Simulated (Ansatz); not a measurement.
**Ti$_{3}$C$_{2}$: a fit and a missing row**

Ti$_{3}$C$_{2}$, P6_3/mmc, a = 3.042 Å, c = 14.985 Å. The structure is a Materials Project entry; whether it is the stable form wasn't checked. Ansatz: PBEsol, PAW, 420 eV, Γ-centred 12×12×4 mesh on 10 atoms, Gaussian smearing 0.10 eV; no spin polarisation. Shape and atoms are relaxed at each volume; pressure is positive in compression.

```
V (Å³/atom) P (GPa)
     11.289    10.47
     11.649     4.83
     12.009    -0.03
     12.370    -4.15
     12.730        ?
```

Take V0 = 12.009 Å³/atom, count pressures from its P0 = -0.03 GPa, fit the third-order Birch–Murnaghan form to the other rows, and predict the missing pressure.

With the Eulerian strain f = ½[(V0/V)^(2/3) − 1] and y = (P − P0)/[3f(1 + 2f)^(5/2)], the form is the line y = B0 + 1.5 B0 (B0′ − 4) f. Rows (f, y): 0.02104, 150.1; 0.01025, 150.2; -0.00978, 147.5. Means f = 0.007170, y = 149.27; Σ(Δf)² = 0.0004892, ΣΔfΔy = 0.04438; the slope is their ratio. y = 148.6 + 90.72 f GPa, so B0 = 148.6 GPa and B0′ = 4 + 2 × (90.72)/(3 × 148.6) = 4.41. At V = 12.730, f = -0.01906, y = 146.87 and P = -7.65 GPa. The run gave -7.50 GPa, so the fit is 0.15 GPa too low, 0.83 % of the span of the series, against an rms of 0.02 GPa on the fitted rows. The row lies outside the fitted range. The records show no cause, and too few rows are left to test a further term.